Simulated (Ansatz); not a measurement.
SiC:
```xyz
16
Lattice="3.0790 0.0000 0.0000 -1.5395 2.6665 0.0000 0.0000 0.0000 20.1370" Properties=species:S:1:pos:R:3 pbc="T T T"
Si     0.0000     1.7776    17.6238
Si     1.5395     0.8888     7.5552
Si     0.0000     1.7776    12.5855
Si     1.5395     0.8888     2.5170
Si     0.0000     0.0000     0.0019
Si     0.0000     0.0000    10.0704
Si     1.5395     0.8888    15.1049
Si     0.0000     1.7776     5.0364
C      0.0000     1.7776     6.9296
C      1.5395     0.8888    16.9981
C      1.5395     0.8888     4.4044
C      0.0000     1.7776    14.4729
C      0.0000     0.0000    11.9585
C      0.0000     0.0000     1.8900
C      0.0000     1.7776    19.5113
C      1.5395     0.8888     9.4428
```

Relaxed with r²SCAN.

Problem. Tabulate the valence density and the electron localisation function along the shortest Si–C contact (1.88 Å), DFT-r²SCAN in the program Ansatz with PAW potentials.

Solution. 

```csv
distance from Si (Å),density (e/Å³),ELF
0.19,0.08,0.32
0.28,0.13,0.22
0.38,0.22,0.27
0.47,0.34,0.45
0.57,0.47,0.68
0.66,0.60,0.84
0.75,0.71,0.90
0.85,0.81,0.93
0.94,0.90,0.93
1.04,1.01,0.93
1.13,1.15,0.92
1.22,1.32,0.89
1.32,1.50,0.83
1.41,1.68,0.72
1.51,1.79,0.52
1.60,1.83,0.26
1.70,1.79,0.08
```

The density is the valence pseudo-density with augmentation charge, so density and ELF within about 1 Å of a nucleus are not all-electron values.

Space group P6_3mc. The first step of the workflow began from a Materials Project structure, measured or hypothetical. Its sites differ from those of the usual phase in this space group: another stacking or structure type. Symmetry was held in the r²SCAN relaxation; whether a distortion lowers the energy is not shown.

Potentials: the later of the program's two PAW sets.
